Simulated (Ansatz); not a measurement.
## Data sheet: TaN (DFT)

TaN:
```xyz
2
Lattice="0.0000 2.1742 2.1742 2.1742 0.0000 2.1742 2.1742 2.1742 0.0000" Properties=species:S:1:pos:R:3 pbc="T T T"
N      0.0000     0.0000     0.0000
Ta     2.1742     2.1742     2.1742
```

Space group Fm-3m (No. 225), rock salt; conventional cell a = b = c = 4.348 Å, α = β = γ = 90.00°.

Method: DFT-LDA in the program Ansatz with PAW potentials. Structure relaxed to zero pressure with the same functional. Other levels are named where they apply.

### Cell and energy

Volume per atom: 10.28 Å³
Density: 15.75 g/cm³
Formation energy from the elements (no fitted shifts): -1.22 eV/atom

### Electronic structure

* **Electronic character**: metallic (no gap)
* **Density of states at the Fermi level**: 0.35 states/eV per atom (mean over ±0.08 eV)

### Mechanics

- Bulk modulus (Birch–Murnaghan fit): 375 GPa
- Pressure derivative B′: 4.4
- Elastic constants (relaxed ions, GPa): C11 = 838, C12 = 145, C44 = 72.1
- Mechanical stability: stable (all eigenvalues of C positive)
- Hill bulk and shear moduli: 376 and 144 GPa
- Young's modulus: 382 GPa
- Poisson's ratio: 0.33
- Debye temperature from the elastic constants: 464 K

### Phonons

* **Highest zone-centre frequency**: 423 cm⁻¹
* **Zone-centre stability**: no imaginary mode at Γ

Symmetry was held in the LDA relaxation. No spin polarisation was allowed. As this level gives no gap, shear constants depend on the k-mesh and smearing (Fermi–Dirac, 0.1 eV here). As this level gives no gap, phonon frequencies hold no LO–TO term and depend on the k-mesh and smearing (Fermi–Dirac, 0.1 eV here). The references are the lowest solids computed at this level, not always the standard phases (solids in place of the gases). Scalar-relativistic: spin–orbit coupling is off unless named, which matters more the heavier the elements.

Potentials: the later of the program's two PAW sets.
